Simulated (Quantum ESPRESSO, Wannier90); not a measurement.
# Tight-binding from DFT: WSe₂ (P-6m2, isolated units)

```xyz
3
Lattice="3.3179 0.0000 0.0000 -1.6590 2.8734 0.0000 0.0000 0.0000 16.6581" Properties=species:S:1:pos:R:3 pbc="T T T"
W      0.0000     0.0000     0.0000
Se     1.6590    -0.9578     1.6623
Se     1.6590    -0.9578    -1.6623
```

Materials Project entry mp-1023936; symmetrised, unrelaxed at this level. Level: PBEsol, no spin polarisation, no spin-orbit coupling; pw.x of Quantum ESPRESSO at 69 Ry with PseudoDojo potentials, 6×6×4 k-points, Wannier90. Density: 12×12×1 mesh, cold smearing 0.01 Ry. The cell is built of weakly bound layers, chains or molecules, whose nearest atoms lie 13.33 Å apart, far more than in van der Waals crystals (3.2 to 4.2 Å): it describes nearly isolated units, such as a monolayer, not the bulk crystal. Spin-orbit coupling is left out although heavy elements are present.

The plane-wave run has 37 bands and 46 electrons a cell. On the energy scale of pw.x, whose zero is arbitrary, the valence-band maximum lies at 1.74 eV.

Isolated groups of bands, relative to the valence-band maximum (bands from 24 on overlap up to the last one computed):

```tsv
bands	from (eV)	to (eV)	filling	weight on atomic waves
1	-74.03	-74.02	filled	W 5s 98 %
2–11	-47.60	-47.54	filled	Se 3d 100 %
12–14	-38.35	-38.14	filled	W 5p 99 %
15–16	-14.75	-12.39	filled	Se 4s 81 %, W 5d 9 %, W 6s 7 %
17–23	-6.31	0.00	filled	Se 4p 59 %, W 5d 34 %
```

Input w.win, without the blocks of cell, atoms and k-points (144 lines):

```
num_bands = 21
num_wann = 11
exclude_bands = 1-16
num_iter = 800
conv_tol = 1.0e-6
conv_window = 4
dis_num_iter = 1000
dis_conv_tol = 1.0e-6
dis_froz_max = 8.75
write_hr = true
write_u_matrices = true
begin projections
W: d
Se: p
end projections
mp_grid = 6 6 4
```

wannier90.x stops with:
```
dis_windows: More states in the frozen window than target WFs
```
At some k-point more bands lie below dis_froz_max than there are Wannier functions, and every frozen state has to fit into the subspace. Mended as below, all else unchanged, the run goes through (Ω_I = 20.1 Å²) and follows the plane-wave bands to 11 meV rms (states up to 2.5 eV relative to the valence-band maximum).
```
dis_froz_max = 4.75
```
